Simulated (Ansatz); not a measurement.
SbPd:
```yaml
crystal:
  lattice:
    - [3.41234, 0.00000, 0.00000]
    - [0.00000, 3.41234, 0.00000]
    - [0.00000, 0.00000, 3.41234]
  atoms:
    - { symbol: Pd, position: [0.00000, 0.00000, 0.00000] }
    - { symbol: Sb, position: [0.50000, 0.50000, 0.50000] }
```

Relaxed with PBE. Special points in fractions of this cell's reciprocal vectors: Γ (0.000, 0.000, 0.000); X (0.000, 0.500, 0.000); M (0.500, 0.500, 0.000); R (0.500, 0.500, 0.500).

### Question
List the band energies nearest the Fermi level at these points for plane-wave PAW PBE (Ansatz code).

### Answer
In eV from the Fermi level; about four levels below and three above (degenerate sets whole), none deeper than 8.9 eV; points with the same levels are listed once.

```tsv
k	below	above
Γ	-3.62 -3.62 -2.24 -2.24 -2.24	0.87 0.87 0.87
X	-3.30 -3.30 -2.22 -1.41	4.40 4.40 6.75
M	-2.71 -2.71 -1.65 -1.22	1.13 3.75 9.42 9.42
R	-5.32 -5.32 -5.32 -1.61 -1.61	1.69 1.69 1.69
```

Space group Pm-3m (CsCl type). The cell is a constructed one: a structure type filled with these elements; neither database checked (COD, Materials Project) lists it. COD files the formula under space group No. 194, so this cell is another polymorph or a model. Its standing as an ambient phase is unchecked. The cell was relaxed with PBE under the symmetry of its start; whether a distortion lowers the energy is not shown. No spin polarisation was allowed. Scalar-relativistic: spin–orbit coupling is off unless named, which matters more the heavier the elements.

Potentials: the earlier of the program's two PAW sets.
